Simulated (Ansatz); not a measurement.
Molecular dynamics on a 2×2×1 supercell (32 atoms) of SiC (P6_3mc), relaxed with r2SCAN. Forces come from PBE in the PAW code Ansatz: a Nosé-Hoover thermostat at fixed volume, 1000 K, steps of 1 fs. Computed, non-magnetic; the trajectory is short and the cell small, so nothing here is a converged average.

```yaml
crystal:
  lattice:
    - [6.155109543, 0.0, 0.0]
    - [-3.0775547715, 5.3304812273, 0.0]
    - [0.0, 0.0, 10.0767208995]
  atoms:
    - { symbol: Si, position: [0.3333333333, 0.1666666667, 0.937841525] }
    - { symbol: Si, position: [0.1666666667, 0.3333333333, 0.437841525] }
    - { symbol: Si, position: [0.0, 0.0, 0.6878903877] }
    - { symbol: Si, position: [0.0, 0.0, 0.1878903877] }
    - { symbol: C, position: [0.3333333333, 0.1666666667, 0.7498007828] }
    - { symbol: C, position: [0.1666666667, 0.3333333333, 0.2498007828] }
    - { symbol: C, position: [0.0, 0.0, 0.5004663045] }
    - { symbol: C, position: [0.0, 0.0, 0.0004663045] }
    - { symbol: Si, position: [0.3333333333, 0.6666666667, 0.937841525] }
    - { symbol: Si, position: [0.1666666667, 0.8333333333, 0.437841525] }
    - { symbol: Si, position: [0.0, 0.5, 0.6878903877] }
    - { symbol: Si, position: [0.0, 0.5, 0.1878903877] }
    - { symbol: C, position: [0.3333333333, 0.6666666667, 0.7498007828] }
    - { symbol: C, position: [0.1666666667, 0.8333333333, 0.2498007828] }
    - { symbol: C, position: [0.0, 0.5, 0.5004663045] }
    - { symbol: C, position: [0.0, 0.5, 0.0004663045] }
    - { symbol: Si, position: [0.8333333333, 0.1666666667, 0.937841525] }
    - { symbol: Si, position: [0.6666666667, 0.3333333333, 0.437841525] }
    - { symbol: Si, position: [0.5, 0.0, 0.6878903877] }
    - { symbol: Si, position: [0.5, 0.0, 0.1878903877] }
    - { symbol: C, position: [0.8333333333, 0.1666666667, 0.7498007828] }
    - { symbol: C, position: [0.6666666667, 0.3333333333, 0.2498007828] }
    - { symbol: C, position: [0.5, 0.0, 0.5004663045] }
    - { symbol: C, position: [0.5, 0.0, 0.0004663045] }
    - { symbol: Si, position: [0.8333333333, 0.6666666667, 0.937841525] }
    - { symbol: Si, position: [0.6666666667, 0.8333333333, 0.437841525] }
    - { symbol: Si, position: [0.5, 0.5, 0.6878903877] }
    - { symbol: Si, position: [0.5, 0.5, 0.1878903877] }
    - { symbol: C, position: [0.8333333333, 0.6666666667, 0.7498007828] }
    - { symbol: C, position: [0.6666666667, 0.8333333333, 0.2498007828] }
    - { symbol: C, position: [0.5, 0.5, 0.5004663045] }
    - { symbol: C, position: [0.5, 0.5, 0.0004663045] }
kpoints:
  mp_grid: { grid: [3, 3, 2] }
hamiltonian:
  xc: pbe
scf:
  occupations: { method: fermi_dirac, width: 0.086 }
md:
  ensemble: nvt_nose_hoover
  temperature: 1000
  timestep: 1.0
  n_steps: 20
  initial_velocities: maxwell_boltzmann
  seed: 9886
```

Run as `ansatz run input.yaml --threads 4 --pin off --max-ram 5529MiB --backend cpu --events-out ev --progress --plain --runs-dir out`. It took 2 min on 4 threads of Arm Neoverse V1, with other jobs on the host, load about 0.5 per core; peak host memory 1.1 GiB.

Q: How do temperature and energy develop?

A: The temperature starts at 1000 K, is lowest at step 12 (276 K, 12 fs) and ends at 564 K. The thermostat hasn't had time to restore it. The atoms start on their lattice sites with kinetic energy alone, so much of it first passes into potential energy. By the last step the atoms have moved 0.11 Å in the root mean square, the drift of the whole cell taken out, 0.17 Å at most.
```tsv
step	t (fs)	T (K)	free energy F from step 0 (meV/atom)	kinetic energy (meV/atom)	largest force (eV/Å)
0	0	1000	0.0	125.2	0.01
1	1	986	1.8	123.5	0.55
2	2	945	6.9	118.4	1.11
3	3	881	14.9	110.4	1.66
4	4	799	25.3	100.1	2.19
5	5	705	37.2	88.2	2.69
6	6	606	49.6	75.9	3.15
7	7	510	61.6	63.9	3.54
8	8	425	72.4	53.2	3.86
9	9	356	81.1	44.6	4.09
10	10	307	87.3	38.5	4.23
11	11	280	90.6	35.1	4.27
12	12	276	91.2	34.5	4.23
13	13	291	89.3	36.4	4.12
14	14	322	85.4	40.3	3.94
15	15	364	80.2	45.6	3.72
16	16	412	74.2	51.6	3.46
17	17	460	68.2	57.6	3.18
18	18	504	62.8	63.1	2.89
19	19	539	58.5	67.5	2.79
20	20	564	55.6	70.6	2.70
```

Positions (Å) and forces (eV/Å) at step 20:
```
Si   1.547   0.778   9.482     0.049   1.326  -0.278
Si  -0.056   1.850   4.343     0.673  -0.776   2.219
Si  -0.074   0.069   6.837     0.495  -2.071   0.900
Si  -0.035   0.158   1.946     0.312  -2.316  -0.055
C    1.448   0.812   7.598     1.685   0.007  -0.761
C   -0.043   1.887   2.542     0.102  -0.053  -0.944
C   -0.049   0.046   4.953     0.332  -0.127   0.396
C   -0.042   0.091   0.074    -0.140  -0.583  -0.101
Si   0.072   3.397   9.443    -0.730   1.402  -0.692
Si  -1.502   4.498   4.407    -0.939  -0.275   0.702
Si  -1.539   2.574   7.035    -0.721   2.421  -0.961
Si  -1.517   2.752   1.855    -1.050   0.994   0.232
C    0.014   3.468   7.537     0.812  -0.276   0.260
C   -1.543   4.579   2.525     0.408  -0.830  -0.539
C   -1.532   2.683   5.138     0.066   0.475  -1.335
C   -1.574   2.714  -0.017     0.133  -0.094   0.260
Si   4.555   0.931   9.506     0.539  -0.524  -0.697
Si   3.174   1.764   4.390    -0.846   0.198  -0.074
Si   3.109  -0.054   6.981    -1.554  -0.540  -0.225
Si   3.159   0.016   1.830    -1.273  -0.270   0.637
C    4.574   0.857   7.618     0.198  -0.123  -0.031
C    3.154   1.788   2.463    -0.405   0.097   0.599
C    3.111   0.012   5.079    -0.190  -0.213  -0.124
C    3.109  -0.119  -0.053    -0.310   0.552   0.701
Si   3.013   3.647   9.503     0.403  -0.871  -1.084
Si   1.497   4.416   4.370     0.944   0.013   1.080
Si   1.588   2.521   6.851    -0.676   1.904   1.081
Si   1.525   2.649   1.937     1.393   0.411  -0.337
C    3.038   3.574   7.542     0.109  -0.392   0.174
C    1.539   4.423   2.529     0.321   0.692  -0.700
C    1.571   2.601   4.958    -0.163   0.407   0.277
C    1.577   2.608   0.076     0.020  -0.564  -0.577
```
